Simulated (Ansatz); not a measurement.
A trial structure of ScMnC6N6 was built thus: cyanide-bridged rock-salt net of two metals, 0 guest cations a cell (Fm-3m, No. 225). Lengths were set from tabulated atomic sizes, so they are only a guess.

```cif
data_structure
_symmetry_space_group_name_H-M 'Fm-3m'
_symmetry_Int_Tables_number 225
_cell_length_a 10.4560
_cell_length_b 10.4560
_cell_length_c 10.4560
_cell_angle_alpha 90.000
_cell_angle_beta 90.000
_cell_angle_gamma 90.000
_cell_volume 1143.13
loop_
_atom_site_label
_atom_site_type_symbol
_atom_site_symmetry_multiplicity
_atom_site_Wyckoff_symbol
_atom_site_fract_x
_atom_site_fract_y
_atom_site_fract_z
_atom_site_occupancy
Sc1 Sc 4 b 0.50000 0.00000 0.00000 1
Mn1 Mn 4 a 0.00000 0.00000 0.00000 1
C1 C 24 e 0.18535 0.00000 0.00000 1
N1 N 24 e 0.29725 0.00000 0.00000 1
```

Level of theory: DFT PBE, scalar-relativistic, plane waves, PAW (Ansatz 0.2.0). Cutoff 420 eV, Gaussian smearing, Γ-centred meshes. Cell and atoms relax first on a coarse mesh and then on a finer one. In between, the cell is made exact in the group found at 0.06 Å. In metals the finer mesh still leaves noise of several meV/atom or more. The steps can't lower the symmetry of their start. Collinear spin, starting moments Mn 4.0 μB.

A guess keeps its type if space group and coordination stay and the shape of the cell changes little (axis ratios within about 15 %, angles within 6°); the volume may change.

Question: Will the relaxed cell still be of the starting type?

Answer: It keeps its type. The symmetry stays Fm-3m (No. 225). The volume per atom grows by 5.1 %, from 20.4 to 21.4 Å³. The shortest distance stays 1.17 Å (C–N). Counting neighbours within 15 % of an atom's shortest distance, the start has C 1, Mn 6, N 1, Sc 6 and the end C 1, Mn 6, N 1, Sc 6.

The last run used collinear spin, a 6×6×6 mesh for its 14-atom cell and Gaussian smearing of 0.10 eV. In such compounds of Mn a zero gap at this level may well be an artefact, since no Hubbard U is applied. Another magnetic order may lie lower. A structure relaxed within its symmetry needn't be a true minimum.
